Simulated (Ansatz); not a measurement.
A relaxed cell of Te₃O₇ is given with its symmetry left out. The cell was found from a structure generator's guess, not taken from experiment.

Level of theory: DFT PBE, scalar-relativistic, plane waves, PAW in Ansatz 0.2.0. Cutoff 420 eV, Γ-centred mesh, Gaussian smearing, no spin polarisation.

```yaml
crystal:
  lattice:
    - [2.99072, 1.72669, 8.04150]
    - [-2.99072, 1.72669, 8.04150]
    - [0.00000, -3.45339, 8.04150]
  atoms:
    - { symbol: Te, position: [0.41510, 0.41510, 0.41510] }
    - { symbol: Te, position: [0.58490, 0.58490, 0.58490] }
    - { symbol: Te, position: [0.00000, 0.00000, 0.00000] }
    - { symbol: O, position: [0.50000, 0.50000, 0.50000] }
    - { symbol: O, position: [0.21489, 0.21489, 0.72961] }
    - { symbol: O, position: [0.72961, 0.21489, 0.21489] }
    - { symbol: O, position: [0.21489, 0.72961, 0.21489] }
    - { symbol: O, position: [0.78511, 0.27039, 0.78511] }
    - { symbol: O, position: [0.27039, 0.78511, 0.78511] }
    - { symbol: O, position: [0.78511, 0.78511, 0.27039] }
```

Formation energies are uncorrected and refer to the elements' standard structures at the same level (O₂ as a molecule).

**Question.** Find its symmetry and describe it.

**Answer.** R-3m (No. 166). Conventional cell: a = 5.981 Å, c = 24.125 Å. Te on a site of symmetry 3m has 3 O at 1.91 Å and 1 O at 2.05 Å; around Te on a site of symmetry -3m lie 6 O at 2.11 Å; O on a site of symmetry -3m is surrounded by 2 Te at 2.05 Å; O on a site of symmetry m is surrounded by 1 Te at 1.91 Å and 1 Te at 2.11 Å.

**Question.** What is its formation energy per atom?

**Answer.** −0.72 eV/atom. A negative formation energy is needed for stability but isn't enough: competing phases decide.

**Question.** Is it a metal?

**Answer.** There is no gap on the 6×6×6 mesh, but valence and conduction bands overlap by only 0.03 eV, so at this level it is a semimetal.

**Question.** From what recipe could a structure generator have reached it?

**Answer.** One such recipe: 4-, 6-connected net, bridging atoms on its edges (R-3m, No. 166). Other recipes can lead to the same cell.

The last run used a 6×6×6 mesh for its 10-atom cell and Gaussian smearing of 0.10 eV. These runs have no spin–orbit coupling, which can matter for Te. The zero gap may come from the functional, which often closes small gaps, or the cell may be a true semimetal. The reference form of Te is held partly by dispersion forces, which this level lacks. Symmetry constrained the relaxation, so the result can be a saddle point.
